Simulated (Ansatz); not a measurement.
This cell of SnO$_{2}$ (rutile) is off equilibrium:

```xyz
6
Lattice="4.8276 0.0000 0.0000 0.0000 4.8276 0.0000 0.0000 0.0000 3.2382" Properties=species:S:1:pos:R:3 pbc="T T T"
Sn     0.0000     0.0000     0.0000
Sn     2.4138     2.4138     1.6191
O      1.4800     1.4800     0.0000
O      3.8938     0.9338     1.6191
O      0.9338     3.8938     2.3091
O      3.3475     3.3475     0.0000
```

Level of theory: PBE (plane waves to 420 eV, PAW, scalar-relativistic; Ansatz, a program for electronic structure). k mesh 6×6×8 (Γ-centred), Fermi-Dirac smearing 0.05 eV. E stands for the smeared free energy. Compression counts positive. SnO2 was relaxed with its symmetry unable to fall.

Q: Predict the force on every atom, in eV/Å.

A: 
```json
[
 {"atom": "Sn1", "Fx": "-9.749", "Fy": "9.749", "Fz": "9.933"},
 {"atom": "Sn2", "Fx": "-0.338", "Fy": "0.338", "Fz": "0.291"},
 {"atom": "O3", "Fx": "0.311", "Fy": "0.254", "Fz": "0.865"},
 {"atom": "O4", "Fx": "0.271", "Fy": "-0.271", "Fz": "-0.351"},
 {"atom": "O5", "Fx": "9.760", "Fy": "-9.760", "Fz": "-11.604"},
 {"atom": "O6", "Fx": "-0.254", "Fy": "-0.311", "Fz": "0.865"}
]
```

Q: Give the stress tensor in GPa and the pressure.

A: 
```
   23.1    -16.3    -15.0
  -16.3     23.1     15.0
  -15.0     15.0     14.1
```
The pressure, a third of the trace, is 20.1 GPa.

Q: In it atom 5 sits (0.000, 0.000, 0.690) Å away from its relaxed site. What is its energy relative to the relaxed cell?

A: 3420 meV/cell.

(A displaced cell: forces are minus the slopes of the energy, force constants its curvatures, and phonons follow from these.)
